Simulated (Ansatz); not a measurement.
GaP:
```xyz
4
Lattice="1.9268 1.1124 6.3901 -1.9268 1.1124 6.3901 0.0000 -2.2249 6.3901" Properties=species:S:1:pos:R:3 pbc="T T T"
Ga     0.0000     0.0000     8.3482
Ga     0.0000     0.0000    10.8221
P      0.0000     0.0000     1.0994
P      0.0000     0.0000    18.0709
```

Relaxed with HSE06. Special points in fractions of this cell's reciprocal vectors: Γ (0.000, 0.000, 0.000); T (0.500, 0.500, 0.500); H2 (0.813, 0.187, 0.500); H0 (0.500, -0.187, 0.187); L (0.500, 0.000, 0.000); S0 (0.343, -0.343, 0.000); S2 (0.657, 0.000, 0.343); F (0.500, 0.000, 0.500).

**Question.** List the band energies nearest the valence-band maximum at these points for DFT-HSE06 in the program Ansatz with PAW potentials.

**Answer.** In eV from the valence-band maximum; about four levels below and three above (degenerate sets whole), none deeper than 8.9 eV; points with the same levels are listed once.

| k | below | above |
|---|---|---|
| Γ | -1.99 -1.99 -0.23 0.00 0.00 | 1.96 2.64 3.65 |
| T | -1.89 -1.89 -0.27 -0.27 | 1.99 3.37 4.73 4.73 |
| H2 | -4.55 -4.49 -3.78 -1.19 | 2.47 3.15 5.98 |
| L | -4.91 -3.17 -2.87 -1.93 | 2.33 3.48 4.64 |
| S0 | -4.78 -4.08 -4.07 -1.25 | 2.35 4.22 4.45 |
| F | -4.19 -3.47 -1.34 -0.52 | 1.44 2.14 2.38 |

Space group R-3m. The workflow started from a Materials Project entry (that database holds measured and hypothetical structures alike); the Crystallography Open Database copy checked does not list it. It is not the phase usual at ambient conditions (space group No. 216). The HSE06 relaxation kept the symmetry of its start; whether a distortion lowers the energy is not shown. The hybrid was solved on a coarse mesh, the path and, where they were found, the r²SCAN edge points; its band edges are the extreme levels among these. Scalar-relativistic: spin–orbit coupling is off unless named, which matters more the heavier the elements.

Potentials: the later of the program's two PAW sets.
